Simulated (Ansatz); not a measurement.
# How TaN (P-6m2) stiffens under pressure

```xyz
2
Lattice="2.9240 0.0000 0.0000 -1.4620 2.5322 0.0000 0.0000 0.0000 2.8708" Properties=species:S:1:pos:R:3 pbc="T T T"
Ta    0.0000    0.0000    1.4354
N     1.4620    0.8441    0.0000
```

This is the zero-pressure cell. At each pressure cell and atoms are relaxed in this structure, and the constants are slopes of the stress at strains of ±0.005 with relaxed ions (the coefficients that govern stability under load). Level: PBEsol, PAW on Ansatz 0.2.0's default frozen-core files (fitted under PBE), scalar-relativistic; k mesh 18×18×16, strains of ±0.005, Fermi-Dirac smearing of 0.050 eV, cutoff 420 eV. P is the pressure of the relaxed cell, less that of this one.

| P (GPa) | V/V₀ | C11 (GPa) | C12 (GPa) | C13 (GPa) | C33 (GPa) | C44 (GPa) |
| --- | --- | --- | --- | --- | --- | --- |
| 0.00 | 1.0000 | 668.9 | 221.2 | 159.2 | 857.6 | 255.5 |
| 0.99 | ? | ? | ? | ? | ? | ? |
| 1.98 | 0.9946 | 681.1 | 227.6 | 165.6 | 871.7 | 260.4 |
| 4.00 | 0.9893 | 693.5 | 234.3 | 172.1 | 886.0 | 265.3 |
| 7.00 | 0.9816 | 711.6 | 244.2 | 181.7 | 906.8 | 272.6 |
| 10.00 | 0.9742 | 729.3 | 254.0 | 191.3 | 927.2 | 279.7 |
| 15.00 | 0.9626 | 758.2 | 270.4 | 207.1 | 960.8 | 291.5 |

Task: Does the bulk modulus from the constants agree with the pressure-volume curve?

Result: A third-order Birch-Murnaghan fit to the volumes shown (F against f, f = [(V₀/V)^(2/3) − 1]/2) gives B₀ = 362.1 GPa and B′ = 4.3. Its −V dP/dV stands beside the Reuss value 1/ΣS_ij (i, j ≤ 3):

| P (GPa) | from P(V) | from the constants |
| --- | --- | --- |
| 0.00 | 362.1 | 362.0 |
| 1.98 | 370.5 | 370.6 |
| 4.00 | 379.2 | 379.3 |
| 7.00 | 391.9 | 392.0 |
| 10.00 | 404.5 | 404.6 |
| 15.00 | 425.4 | 425.4 |

Task: What are the pressure derivatives at zero pressure?

Result: Slopes at V₀ of quadratic fits in −ln(V/V₀) through the first four rows shown, divided by B₀: dC11/dP = 6.2, dC12/dP = 3.3, dC13/dP = 3.2, dC33/dP = 7.2, dC44/dP = 2.5. The mean slopes up to 4.0 GPa are 6.2, 3.3, 3.2, 7.1, 2.5; curvature and scatter of the constants part the two.

Task: Fill the row at 0.99 GPa.

Result: Cubic fits in −ln(V/V₀) through all rows shown give C11 = 675.1, C12 = 224.4, C13 = 162.4, C33 = 864.7, C44 = 257.9 GPa. Computed: V/V₀ = 0.9973, C11 (GPa) = 675.0, C12 (GPa) = 224.4, C13 (GPa) = 162.4, C33 (GPa) = 864.7, C44 (GPa) = 257.9.

Task: Does a shear stiffness soften?

Result: C44 goes from 255.5 to 291.5 GPa; (C11 − C12)/2 goes from 223.9 to 243.9 GPa. Neither ends more than 3 % under its start, and the lattice stays mechanically stable over this range.

Keep in mind: no other phase was computed; many crystals of this kind change structure within this range, and rows or crossings beyond such a change describe a metastable lattice; frozen-core PAW files fitted under PBE, their cores solved anew for the functional of the run; responses of metals move with mesh and smearing; no spin-orbit coupling on heavy atoms; elastic stability says nothing of phonons or of other phases; phonons weren't checked at these pressures.
